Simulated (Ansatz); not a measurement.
The relaxed structure here is a generated cell of ZnO: the first start was made by placing the elements on the sites of a structure type, and the end was not matched to a known phase here, so it may be hypothetical. Known forms of ZnO include space group No. 186.

One stationary structure of ZnO. Method: r2SCAN (plane waves to 500 eV, PAW, scalar-relativistic; Ansatz, a first-principles code).

```xyz
4
Lattice="2.9713 0.0000 0.0000 0.0000 2.9713 0.0000 0.0000 0.0000 5.3553" Properties=species:S:1:pos:R:3 pbc="T T T"
Zn     0.0000     1.4856     0.0000
Zn     1.4856     0.0000     2.6777
O      0.0000     0.0000     1.3388
O      0.0000     0.0000     4.0165
```

Task: Find the space group and the Wyckoff positions (tolerance 0.01 Å).

Result: Space group P4₂/mmc (No. 131); a = b = 2.971 Å, c = 5.355 Å, α = β = γ = 90.00°

```tsv
atom	site	symmetry	x	y	z
Zn	2c	mmm.	0.0000	0.5000	0.0000
O	2e	-4m2	0.0000	0.0000	0.2500
```

Task: Give the shortest distances between elements (the closest pairs, up to four, under 3.6 Å).

Result: O–Zn 2.00 Å; O–O 2.68 Å; Zn–Zn 2.97 Å.

| Quantity | Result |
|---|---|
| Volume per atom | 11.82 Å³ |
| Band gap | no gap (metallic) |

No spin polarisation in the result.

The run could not lose the symmetry of its start, so the end can be a saddle point.

All atoms sit on sites fixed by symmetry, so only the cell could relax.
